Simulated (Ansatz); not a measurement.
The relaxed structure here is a generated cell of B: the first start was made by placing the elements on the sites of a structure type, and the end was not matched to a known phase here, so it may be hypothetical.

The start is a generated cell, B built in the AFLOW prototype A_oF8_70_a. A full variable-cell relaxation at zero pressure is run with PBE (plane waves to 420 eV, PAW, scalar-relativistic; Ansatz, a quantum-chemistry and plane-wave program). The first steps use a coarse 13×13×13 k-mesh.

Starting cell:
```
B
1.0
    0.00000     1.87392     3.30133
    1.02617     0.00000     3.30133
    1.02617     1.87392     0.00000
B
2
Direct
  0.25000   0.25000   0.25000
  0.00000   0.00000   0.00000
```

How large is the pressure on the unrelaxed cell, and of which sign?

-10 GPa (negative: the cell is under tension).

What symmetry does the relaxed structure have?

The space group goes from Fddd (No. 70) to I4₁/amd (No. 141), with 2 atoms in the primitive cell.

How does the volume per atom move from start to end?

+6.4 %, from 6.35 to 6.75 Å³/atom.

How do the shortest distances between atoms change?

The closest pairs of elements (up to four, under 3.6 Å), start → end: B–B 1.97 → 1.75 Å.

Final values are on a 29×29×29 k-mesh of the relaxed cell. No spin polarisation in the result.

The run could not lose the symmetry of its start, so the end can be a saddle point.

All atoms sit on sites fixed by symmetry, so only the cell could relax.
